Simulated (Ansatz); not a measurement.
## Ionic part of the dielectric constant of GaN at 18 GPa, mode by mode

All numbers below come from DFT LDA, scalar-relativistic, plane waves, PAW in Ansatz. Cutoff 420 eV, 12×12×12 k-points (Γ-centred), fixed occupations. No spin polarisation. Phonons by linear response, acoustic sum rule imposed.

The structure is cubic, space group F-43m (No. 216). The conventional cell has a = 4.345 Å, b = 4.345 Å, c = 4.345 Å, α = 90.00°, β = 90.00°, γ = 90.00°. Ga (site symmetry -43m) is surrounded by 4 N at 1.88 Å. Around N (site symmetry -43m) lie 4 Ga at 1.88 Å.

Other phases may be more stable at this pressure.

The primitive cell has V = 20.50 Å³ and ε∞,zz = 5.426. Each polar mode adds Δε = (4.92064×10⁷/V)·S/ν² along z, with S its oscillator strength in e²/amu, ν in cm⁻¹ and V in Å³.

**Question.** From these modes, find each Δε and ε0,zz.
```csv
ν (cm⁻¹),S_zz (e²/amu)
618.2,0.5779
```

**Answer.**
```
ν (cm⁻¹)    Δε
   618.2  3.63
```

The sum is 3.629, so ε0,zz = 9.06; the run's tensor has 9.06.

**Question.** Where do the longitudinal modes lie for a wave vector along z?

**Answer.** At 799 cm⁻¹. The Lyddane–Sachs–Teller product Π(ν_LO/ν_TO)² = 1.67 matches ε0/ε∞ = 1.67.

This zinc-blende form isn't the usual stable structure of the compound at low pressure.

Cost: 1 run of about 0.95 core-minutes, on Intel Xeon Platinum 8488C (Sapphire Rapids) (shared hosts).